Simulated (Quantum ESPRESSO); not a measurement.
# Si3O4NF: convergence and cost over cutoff and k mesh

A calculation, not a measurement. The program is pw.x of Quantum ESPRESSO 7.5 (plane-wave density functional theory). The cell is made up: 9 atoms on a quartz lattice, with randomly drawn elements, strain and displacements, not relaxed. PseudoDojo standard norm-conserving files (v0.5 for PBE, v0.4.1 for LDA and PBEsol) set the functional; there is no spin polarisation, spin-orbit coupling or dispersion term, and the masses in the input are unused placeholders.

Input of the run in row 4:

```
&control calculation='scf', pseudo_dir='./dojo.nc.sr.pbe.v0_5.standard.upf', outdir='./o', disk_io='low', tprnfor=.true., tstress=.true. /
&system ibrav=0, nat=9, ntyp=4, nbnd=30, ecutwfc=84.00895049, nosym=.true., tot_charge=0,
 occupations='smearing', smearing='fd', degauss=0.0018374661
/
&electrons conv_thr=7.350e-09, electron_maxstep=60, /
ATOMIC_SPECIES
F 1.0 F.upf
N 1.0 N.upf
O 1.0 O.upf
Si 1.0 Si.upf
CELL_PARAMETERS angstrom
5.0765 -0.0459 -0.0023
-2.578 4.345 0.0209
-0.0025 0.0251 5.5951
ATOMIC_POSITIONS angstrom
Si 2.1893 -0.0866 3.6222
Si -1.2923 2.0996 1.8417
Si 1.2752 2.2393 -0.0263
O 1.2923 1.3308 4.4581
O 3.4386 0.6066 2.4219
O 2.836 2.4882 0.8664
N 0.3411 1.7893 1.1829
F -1.2528 3.2547 3.0598
O 0.9926 3.8795 4.9885
K_POINTS automatic
5 5 4 1 1 1
```

The same cell was run at these settings. Meshes are shifted by half a step, and differences are from the last row, which is itself not exact.

```
cutoff (eV)     k mesh  k points solved  threshold (eV)  free energy less the last row's (eV)  pressure (GPa)  largest stress difference (GPa)  largest force difference (eV/Å)  iterations  wall time (s)  k-point pools        processor
        800  2 x 2 x 2                4           1e-04                                 0.905           -0.18                             8.41                            0.032          10             11              4  AMD EPYC, older
       1143  2 x 2 x 2                4           1e-07                                 0.002            8.17                             0.11                            0.030          13             16              4  AMD EPYC, older
        774  5 x 5 x 4               50           1e-07                                 1.271           -2.69                            10.96                            0.020          13             47              4  AMD EPYC, older
       1143  5 x 5 x 4               50           1e-07                                 0.002            8.19                             0.02                            0.001          13             77              4  AMD EPYC, older
       1437  7 x 7 x 6              147           1e-07                                 0.000            8.20                             0.00                            0.000          13            412              4  AMD EPYC, older
```

Each pool is one process. Wall times include start-up and a band step at six k points, which weighs most on the coarsest meshes. The runs were on shared virtual cores whose load varied, so times are rough.